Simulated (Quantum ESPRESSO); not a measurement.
## Calculated data, MgGa3P3Se (made-up cell), MgGa2SiP4 (made-up cell)

Computed with Quantum ESPRESSO 7.5. Calculation on a made-up crystal cell, not a measurement: periodic Kohn-Sham density functional theory in plane waves with PseudoDojo standard norm-conserving scalar-relativistic pseudopotentials, each functional with its own files (v0.5 for PBE, v0.4.1 for LDA and PBEsol), no spin polarisation, no spin-orbit coupling, atoms not relaxed, stress positive in tension, energies less a fixed whole-eV offset for each atom's element; levels are Kohn-Sham levels at fractions of this cell's reciprocal vectors, counted from the reference band (half the neutral cell's valence electrons, rounded up) at Gamma; error bars cover cutoff and k-mesh only, not smearing or the files; added strain carries the atoms with the cell, and shear is the tensor component; each bar is the largest change over components, and at least 0.002 eV, 0.002 eV per angstrom or 0.02 GPa; energies are for the whole cell, and the offsets were chosen from early runs and are not element reference energies.

Common to all runs: lattice type zincblende/diamond; functional pbe; fermi dirac smearing 0.025 eV; scf tolerance 1e-07 eV; electrons removed 0; k mesh 4 x 4 x 4, shifted by half a step.

(1) 
```xyz
8
Lattice="5.7373 0.0115 0.0101 0.0115 5.6437 -0.0214 0.0101 -0.0214 5.7086" Properties=species:S:1:pos:R:3 formula=MgGa3P3Se cutoff=1170 free_energy_less_offsets=-3.001 smearing_term_minus_ts=0 scf_iterations=10 pressure=-1.207 stress_xx=1.196 stress_yy=1.314 stress_zz=1.112 stress_yz=0.09887 stress_xz=0.3956 stress_xy=0.3788 reference_band=40 error_bar_energy=0.007017 error_bar_stress=0.02 error_bar_force=0.002389 error_bar_next_band_up=0.002 error_bars_from=tighter_rerun_of_this_cell
Ga     0.0816    -0.0049    -0.0474
Ga     0.0802     2.8437     2.9143
Ga     2.8626    -0.0493     2.8694
Mg     2.8413     2.8296     0.0049
P      1.4075     1.3915     1.4491
P      1.4223     4.1949     4.2635
P      4.3540     1.4407     4.2311
Se     4.4046     4.1948     1.4274
```

Units: cutoff, free_energy_less_offsets, smearing_term_minus_ts, error_bar_energy, error_bar_next_band_up in eV; pressure, stress_xx, stress_yy, stress_zz, stress_yz, stress_xz, stress_xy, error_bar_stress in GPa; error_bar_force in eV/Å.

Atoms:
```tsv
atoms element	atom site	atom energy offset (eV)
Ga	1	-2080
Ga	2	-2080
Ga	3	-2080
Mg	4	-1617
P	5	-189
P	6	-189
P	7	-189
Se	8	-3300
```

Forces:
```tsv
site	x (eV/Å)	y (eV/Å)	z (eV/Å)
1	0.03357	1.143	-0.4661
2	0.2469	-1.293	0.1857
3	-0.4254	1.074	0.5215
4	-0.08017	-0.6412	-0.2823
5	0.0552	-0.4328	0.2078
6	0.3358	0.487	-0.241
7	-0.0322	-0.7475	0.07486
8	-0.1337	0.4114	-0.0005073
```

Levels:
```tsv
level k point	next band up (eV)
Gamma	0.6251
(1/2,1/2,1/2)	0.7089
(0.15,0,0)	1.242
(0,0.15,0)	1.192
(0,0,0.15)	1.239
```

(2) 
```xyz
8
Lattice="5.6178 -0.0073 0.0246 -0.0073 5.4448 0.0247 0.0246 0.0247 5.5175" Properties=species:S:1:pos:R:3 formula=MgGa2SiP4 cutoff=1143 free_energy_less_offsets=-1.515 smearing_term_minus_ts=0 scf_iterations=10 pressure=0.3741 stress_xx=1.022 stress_yy=-1.644 stress_zz=-0.5001 stress_yz=1.03 stress_xz=0.7406 stress_xy=1.553 error_bar_energy=0.007611 error_bar_stress=0.02 error_bar_force=0.00365 error_bars_from=tighter_rerun_of_a_related_cell
Ga    -0.0574     0.0390     0.0225
Ga    -0.0066     2.7366     2.7581
Mg     2.8028    -0.0273     2.6015
Si     2.7579     2.7182     0.0410
P      1.3948     1.3816     1.3652
P      1.4136     4.1180     4.1865
P      4.2217     1.3498     4.1434
P      4.2003     4.0608     1.4323
```

Units: cutoff, free_energy_less_offsets, smearing_term_minus_ts, error_bar_energy in eV; pressure, stress_xx, stress_yy, stress_zz, stress_yz, stress_xz, stress_xy, error_bar_stress in GPa; error_bar_force in eV/Å.

Atoms:
```tsv
atoms element	atom site	atom energy offset (eV)
Ga	1	-2080
Ga	2	-2080
Mg	3	-1617
Si	4	-115
P	5	-189
P	6	-189
P	7	-189
P	8	-189
```

Forces:
```tsv
site	x (eV/Å)	y (eV/Å)	z (eV/Å)
1	0.298	-0.282	-0.312
2	0.2707	0.0293	0.4783
3	-0.2041	0.4197	1.44
4	0.3696	0.06816	-0.5486
5	-0.389	0.9086	-0.7366
6	-0.02734	-0.5617	0.5444
7	-0.6785	0.6813	0.5622
8	0.3607	-1.263	-1.428
```

(3) 
```xyz
8
Lattice="5.6178 -0.0073 0.0246 -0.0073 5.4448 0.0247 0.0246 0.0247 5.5175" Properties=species:S:1:pos:R:3 formula=MgGa2SiP4 cutoff=1143 free_energy_less_offsets=-1.579 smearing_term_minus_ts=0 scf_iterations=10 pressure=0.2778 stress_xx=1.2 stress_yy=-1.454 stress_zz=-0.5794 stress_yz=1.078 stress_xz=0.7526 stress_xy=0.9498 error_bar_energy=0.007611 error_bar_stress=0.02 error_bar_force=0.00365 error_bars_from=tighter_rerun_of_this_cell
Ga    -0.0574     0.0390     0.0225
Ga    -0.0066     2.7366     2.7581
Mg     2.8028    -0.0273     2.6556
Si     2.7579     2.7182     0.0410
P      1.3948     1.3816     1.3652
P      1.4136     4.1180     4.1865
P      4.2217     1.3498     4.1434
P      4.2003     4.0608     1.4323
```

Units: cutoff, free_energy_less_offsets, smearing_term_minus_ts, error_bar_energy in eV; pressure, stress_xx, stress_yy, stress_zz, stress_yz, stress_xz, stress_xy, error_bar_stress in GPa; error_bar_force in eV/Å.

Atoms:
```tsv
atoms element	atom site	atom energy offset (eV)
Ga	1	-2080
Ga	2	-2080
Mg	3	-1617
Si	4	-115
P	5	-189
P	6	-189
P	7	-189
P	8	-189
```

Forces:
```tsv
site	x (eV/Å)	y (eV/Å)	z (eV/Å)
1	0.2969	-0.2805	-0.2648
2	0.2709	0.02987	0.4141
3	-0.1392	0.4096	0.928
4	0.3696	0.06813	-0.4883
5	-0.2411	0.7554	-0.6238
6	-0.1511	-0.6822	0.6714
7	-0.5801	0.778	0.6619
8	0.1741	-1.078	-1.298
```

(4) 
```xyz
8
Lattice="5.6178 -0.0073 0.0246 -0.0073 5.4448 0.0247 0.0246 0.0247 5.5175" Properties=species:S:1:pos:R:3 formula=MgGa2SiP4 cutoff=1143 free_energy_less_offsets=-1.604 smearing_term_minus_ts=0 scf_iterations=10 pressure=0.2729 stress_xx=1.244 stress_yy=-1.357 stress_zz=-0.7058 stress_yz=1.235 stress_xz=0.7957 stress_xy=-0.7647 error_bar_energy=0.007611 error_bar_stress=0.02 error_bar_force=0.00365 error_bars_from=tighter_rerun_of_a_related_cell
Ga    -0.0574     0.0390     0.0225
Ga    -0.0066     2.7366     2.7581
Mg     2.8028    -0.0273     2.8102
Si     2.7579     2.7182     0.0410
P      1.3948     1.3816     1.3652
P      1.4136     4.1180     4.1865
P      4.2217     1.3498     4.1434
P      4.2003     4.0608     1.4323
```

Units: cutoff, free_energy_less_offsets, smearing_term_minus_ts, error_bar_energy in eV; pressure, stress_xx, stress_yy, stress_zz, stress_yz, stress_xz, stress_xy, error_bar_stress in GPa; error_bar_force in eV/Å.

Atoms:
```tsv
atoms element	atom site	atom energy offset (eV)
Ga	1	-2080
Ga	2	-2080
Mg	3	-1617
Si	4	-115
P	5	-189
P	6	-189
P	7	-189
P	8	-189
```

Forces:
```tsv
site	x (eV/Å)	y (eV/Å)	z (eV/Å)
1	0.2932	-0.2761	-0.1264
2	0.2709	0.03106	0.2298
3	0.05887	0.415	-0.6064
4	0.3671	0.06704	-0.311
5	0.1098	0.3919	-0.313
6	-0.5967	-1.115	1.081
7	-0.2304	1.122	0.98
8	-0.2729	-0.6359	-0.9338
```

(5) 
```xyz
8
Lattice="5.6178 -0.0073 0.0246 -0.0073 5.4448 0.0247 0.0246 0.0247 5.5175" Properties=species:S:1:pos:R:3 formula=MgGa2SiP4 cutoff=1143 free_energy_less_offsets=-1.541 smearing_term_minus_ts=0 scf_iterations=10 pressure=0.3974 stress_xx=1.044 stress_yy=-1.524 stress_zz=-0.7127 stress_yz=1.309 stress_xz=0.8198 stress_xy=-1.523 error_bar_energy=0.007611 error_bar_stress=0.02 error_bar_force=0.00365 error_bars_from=tighter_rerun_of_a_related_cell
Ga    -0.0574     0.0390     0.0225
Ga    -0.0066     2.7366     2.7581
Mg     2.8028    -0.0273     2.8774
Si     2.7579     2.7182     0.0410
P      1.3948     1.3816     1.3652
P      1.4136     4.1180     4.1865
P      4.2217     1.3498     4.1434
P      4.2003     4.0608     1.4323
```

Units: cutoff, free_energy_less_offsets, smearing_term_minus_ts, error_bar_energy in eV; pressure, stress_xx, stress_yy, stress_zz, stress_yz, stress_xz, stress_xy, error_bar_stress in GPa; error_bar_force in eV/Å.

Atoms:
```tsv
atoms element	atom site	atom energy offset (eV)
Ga	1	-2080
Ga	2	-2080
Mg	3	-1617
Si	4	-115
P	5	-189
P	6	-189
P	7	-189
P	8	-189
```

Forces:
```tsv
site	x (eV/Å)	y (eV/Å)	z (eV/Å)
1	0.2915	-0.274	-0.06606
2	0.2706	0.03144	0.1499
3	0.1515	0.4339	-1.275
4	0.3651	0.06625	-0.2335
5	0.2315	0.2661	-0.1897
6	-0.837	-1.348	1.273
7	-0.04375	1.306	1.128
8	-0.4294	-0.4814	-0.7859
```

(6) 
```xyz
8
Lattice="5.6178 -0.0073 0.0246 -0.0073 5.4448 0.0247 0.0246 0.0247 5.5175" Properties=species:S:1:pos:R:3 formula=MgGa2SiP4 cutoff=1143 free_energy_less_offsets=-1.503 smearing_term_minus_ts=0 scf_iterations=10 pressure=0.4688 stress_xx=0.9263 stress_yy=-1.627 stress_zz=-0.706 stress_yz=1.34 stress_xz=0.8306 stress_xy=-1.834 error_bar_energy=0.007611 error_bar_stress=0.02 error_bar_force=0.00365 error_bars_from=tighter_rerun_of_a_related_cell
Ga    -0.0574     0.0390     0.0225
Ga    -0.0066     2.7366     2.7581
Mg     2.8028    -0.0273     2.9045
Si     2.7579     2.7182     0.0410
P      1.3948     1.3816     1.3652
P      1.4136     4.1180     4.1865
P      4.2217     1.3498     4.1434
P      4.2003     4.0608     1.4323
```

Units: cutoff, free_energy_less_offsets, smearing_term_minus_ts, error_bar_energy in eV; pressure, stress_xx, stress_yy, stress_zz, stress_yz, stress_xz, stress_xy, error_bar_stress in GPa; error_bar_force in eV/Å.

Atoms:
```tsv
atoms element	atom site	atom energy offset (eV)
Ga	1	-2080
Ga	2	-2080
Mg	3	-1617
Si	4	-115
P	5	-189
P	6	-189
P	7	-189
P	8	-189
```

Forces:
```tsv
site	x (eV/Å)	y (eV/Å)	z (eV/Å)
1	0.2911	-0.2729	-0.04263
2	0.2707	0.03172	0.1171
3	0.1881	0.4432	-1.536
4	0.3645	0.06607	-0.2031
5	0.276	0.2207	-0.1436
6	-0.9422	-1.45	1.351
7	0.03804	1.386	1.187
8	-0.4862	-0.4249	-0.7298
```
